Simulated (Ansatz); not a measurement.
**Nb**

```
CELL_PARAMETERS angstrom
0.00000 2.11500 2.11500
2.11500 0.00000 2.11500
2.11500 2.11500 0.00000
ATOMIC_POSITIONS crystal
Nb 0.00000 0.00000 0.00000
```

The geometry is COD entry 1534903, unchecked; take it as a test cell.

The calculation used DFT, LDA, all-electron LAPW, scalar-relativistic (Ansatz 0.2.0).

Settings: a Γ-centred 13×13×13 k mesh, Fermi–Dirac smearing of 0.03 eV, basis error target 0.5 meV/atom, no spin polarisation.

| Quantity | Value |
| --- | --- |
| Pressure at this cell | -10.33 GPa |
| Band gap | none: with an odd electron count and no spin polarisation the bands can't all be full, a metal in this set-up (spin order or a larger cell could open a gap) |
| Density of states at the Fermi level (0.2 eV bin) | 1.66 states/eV per cell |
| Volume per atom | 18.92 Å³ |
